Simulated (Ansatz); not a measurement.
SnO2:
```xyz
6
Lattice="3.5928 0.0000 0.0000 0.0000 3.5928 0.0000 0.0000 0.0000 5.5319" Properties=species:S:1:pos:R:3 pbc="T T T"
Sn     0.0000     0.0000     0.0000
Sn     1.7964     1.7964     2.7660
O      0.0000     1.7964     0.9782
O      0.0000     1.7964     3.7441
O      1.7964     0.0000     1.7878
O      1.7964     0.0000     4.5538
```

Plane-wave PAW PBE (Ansatz code) gives a gap of 0.79 eV without spin–orbit coupling, maximum at M, minimum at Γ.

Problem. What happens when spin–orbit coupling is switched on?

Solution. The gap hardly moves, to 0.79 eV; maximum at M, minimum at Γ.

Problem. Give the electron effective mass with spin–orbit coupling.

Solution. 0.13, 0.13, 0.16 mₑ (principal values).

Space group P4_2/nmc. A made-up cell: these elements were put on the sites of a structure type; neither database checked (COD, Materials Project) lists it. It is not the phase usual at ambient conditions (space group No. 136). The cell was relaxed with PBE under the symmetry of its start; its stability against distortions is not shown here.

Potentials: the later of the program's two PAW sets.
